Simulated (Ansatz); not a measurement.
**Magnetic states of chromium, diamond**

The calculation used Ansatz, DFT, r2SCAN, plane waves (500 eV) with PAW, scalar-relativistic. The PAW files were generated under PBE, with cores re-solved for the functional.

Each start was relaxed and then solved on a dense mesh, with Fermi-Dirac smearing of 0.05 eV (0.1 eV in a metal without spin) extrapolated to zero. Rows within 2 meV/atom of each other tie.

Task: Where does each start end, and how do the energies compare? Starts: non-magnetic; antiferromagnetic.

Result: 
```
            start                                                            ends  ΔE (meV/atom)  V (Å³/atom)
antiferromagnetic  antiferromagnetic, largest moment 3.40 μB in the atomic sphere            0.0        22.95
     non-magnetic                                               spin not included          834.9        16.05
```
